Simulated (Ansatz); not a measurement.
An elastic tensor (GPa, Voigt order, standard axes) from the program Ansatz at the r²SCAN level (PAW):

```tsv
	1	2	3	4	5	6
1	98.1	53.6	53.6	0.0	0.0	0.0
2	53.6	98.1	53.6	0.0	0.0	0.0
3	53.6	53.6	98.1	0.0	0.0	0.0
4	0.0	0.0	0.0	45.9	0.0	0.0
5	0.0	0.0	0.0	0.0	45.9	0.0
6	0.0	0.0	0.0	0.0	0.0	45.9
```

Q: Pick the material that matches.
(A) W, bcc (W type)
(B) InP, zinc blende
(C) Rh, fcc (Cu type)
(D) CuI, zinc blende

A: B, InP, zinc blende

Space group F-43m (zinc blende). The cell was relaxed with r²SCAN under the symmetry of its start; of distortions, only those at the zone centre were tested.

Potentials: the later of the program's two PAW sets.
